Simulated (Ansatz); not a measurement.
# Bi2Se3 — Bi-209 NMR of the central transition

Cell: a computed structure from the Materials Project (it need not be an observed phase) whose atoms were relaxed with PBE, the cell held.

```yaml
crystal:
  lattice:
    - [2.09568, 1.20994, 9.97623]
    - [-2.09568, 1.20994, 9.97623]
    - [0.00000, -2.41989, 9.97623]
  atoms:
    - { symbol: Bi, position: [0.39818, 0.39818, 0.39818] }
    - { symbol: Bi, position: [0.60182, 0.60182, 0.60182] }
    - { symbol: Se, position: [0.00000, 0.00000, 0.00000] }
    - { symbol: Se, position: [0.21632, 0.21632, 0.21632] }
    - { symbol: Se, position: [0.78368, 0.78368, 0.78368] }
```

Sites (sets of like atoms) are named by element and the number of their first atom in this list.

Method: Kohn–Sham DFT in Ansatz, LDA, plane waves and PAW, scalar-relativistic, 420 eV cutoff, Γ-centred 8×8×8 k-points, Fermi–Dirac smearing 0.02 eV.

Bi-209 has I = 9/2 and Q = -516.0 mb (Pyykkö 2018); at 21.1 T its Larmor frequency is ν₀ = 146.9 MHz (from the bare nuclear moment; shielding lowers the observed one by a per cent or two). Only the quadrupole interaction is simulated: positions count from each site's isotropic chemical shift, and J coupling is left out, as are shift anisotropy and dipolar coupling, which fast spinning averages.

Q: Simulate the second-order pattern (fast magic-angle spinning, Gaussian broadening 0.02 kHz) of site Bi (6 Se at 2.88–3.10 Å).

A: The calculation gives C_Q = -4.08 MHz and η = 0.00, so ν_Q = 0.170 MHz and the centre of gravity lies at -1.07 ppm (-0.157 kHz).

```csv
offset (kHz),height
-0.4083,0
-0.3963,2
-0.3843,5
-0.3723,6
-0.3602,6
-0.3482,6
-0.3362,6
-0.3242,6
-0.3121,7
-0.3001,7
-0.2881,7
-0.2761,7
-0.2640,12
-0.2520,44
-0.2400,81
-0.2280,69
-0.2159,53
-0.2039,47
-0.1919,44
-0.1799,42
-0.1679,41
-0.1558,41
-0.1438,42
-0.1318,43
-0.1198,45
-0.1077,49
-0.0957,54
-0.0837,65
-0.0717,90
-0.0596,100
-0.0476,40
-0.0356,4
```

An axis of threefold or higher order runs through Bi, so V_zz lies along it and η is zero.

Spin–orbit coupling is left out, which shifts gradients on Bi by a few per cent in wide-gap crystals, and can shift them far more where the calculated gap is small or absent, as here. Newer work puts Q(²⁰⁹Bi) near −420 mb, which would lower these couplings by about a fifth. With a gap of 0.3 eV on this mesh, small gradients can still move by 0.1 × 10²¹ V/m² or more as the k-mesh gets denser.

Hardware: 4 threads of Intel Xeon 6975P-C (Granite Rapids) (x86_64; 44 cores open to the job, memory cap 10.0 GiB, no GPU), a shared host with a load of 0.4 a core. Wall time 4.7 s, CPU time 16 s, peak memory 0.79 GiB.
